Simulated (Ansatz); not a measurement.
Na (bcc, W type)

```
Na
1.0
   -4.19680     4.19680     4.19680
    2.09840    -2.09840     2.09840
    2.09840     2.09840    -2.09840
Na
2
Direct
  0.00000   0.00000   0.00000
  0.50000   0.00000   0.00000
```

The atoms are displaced by Q × the pattern below (from a DFPT mode at N = (0.5, 0.0, 0.0), largest move 1; Q in Å), at fixed cell. (q is in reciprocal vectors of the primitive cell; the cell shown is doubled to hold the pattern.)

| atom | x | y | z |
|---|---|---|---|
| Na1 | 0.000 | 0.707 | -0.707 |
| Na2 | 0.000 | -0.707 | 0.707 |

Method: PBE (plane waves to 420 eV, PAW, scalar-relativistic; Ansatz, a quantum-chemistry and plane-wave program). k mesh 8×16×16 (Γ-centred), Fermi-Dirac smearing 0.05 eV. With partly filled bands, energies and forces of such displacements shift with the k mesh and the smearing. Na was relaxed with its symmetry unable to fall. The PAW data are Ansatz's earlier set. 

```json
[
 {"Q (Å)": "-0.100", "−dE/dQ from forces (eV/Å)": "0.014"},
 {"Q (Å)": "-0.083", "−dE/dQ from forces (eV/Å)": "0.012"},
 {"Q (Å)": "-0.067", "−dE/dQ from forces (eV/Å)": "0.009"},
 {"Q (Å)": "-0.050", "−dE/dQ from forces (eV/Å)": "0.007"},
 {"Q (Å)": "-0.033", "−dE/dQ from forces (eV/Å)": "0.004"},
 {"Q (Å)": "-0.017", "−dE/dQ from forces (eV/Å)": "0.002"},
 {"Q (Å)": "0.000", "−dE/dQ from forces (eV/Å)": "0.000"},
 {"Q (Å)": "0.017", "−dE/dQ from forces (eV/Å)": "-0.002"},
 {"Q (Å)": "0.033", "−dE/dQ from forces (eV/Å)": "-0.004"},
 {"Q (Å)": "0.050", "−dE/dQ from forces (eV/Å)": "-0.007"},
 {"Q (Å)": "0.067", "−dE/dQ from forces (eV/Å)": "-0.009"},
 {"Q (Å)": "0.083", "−dE/dQ from forces (eV/Å)": "-0.012"},
 {"Q (Å)": "0.100", "−dE/dQ from forces (eV/Å)": "-0.014"}
]
```

What harmonic wavenumber does the curvature at Q = 0 give?

28 cm⁻¹. E″ = 0.13 eV/Å², M = Σ mᵢ|uᵢ|² = 46.0 u, ν̃ = 521.5·√(|E″|/M).

(For displaced atoms, the force is minus the slope of the energy, and its curvature is a force constant, which sets phonon frequencies.)
